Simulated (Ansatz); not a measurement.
## What DFT gives for SrB2

```yaml
crystal:
  lattice:
    - [1.72113, 2.98109, 0.00000]
    - [-1.72113, 2.98109, 0.00000]
    - [0.00000, 0.00000, 3.96009]
  atoms:
    - { symbol: B, position: [0.33330, 0.33340, 0.50000] }
    - { symbol: B, position: [0.66660, 0.66670, 0.50000] }
    - { symbol: Sr, position: [0.00000, 0.00000, 0.00000] }
```

The numbers come from plane-wave PAW DFT (Ansatz): r2SCAN, no spin polarisation, 500 eV, 11×11×9 Γ-centred k points, fermi-dirac occupations (width 0.1 eV). Nothing was relaxed.

- Formation energy: 0.24 eV an atom against the elements' usual phases (free molecules for gases, crystals otherwise, with no correction for O₂ or N₂), so at this geometry it isn't bound against them. Relaxing would lower it.
- Electronic structure: It is a metal, with about 0.66 states/eV a cell as the mean within 0.25 eV of the Fermi level, mostly B p (85 %).
- Charges: Bader charges in e: Sr +1.28, B -0.64. In the mean Sr gives up most and B takes most.
- Stress: The pressure is 5.6 GPa (compression positive), so with the atoms held at these fractions the cell would first expand. The principal stresses -4.0, -4.0, 24.9 GPa differ, so its shape would change too.

Origin: a known structure type with other elements, at an estimated volume, so it need not be a known compound.
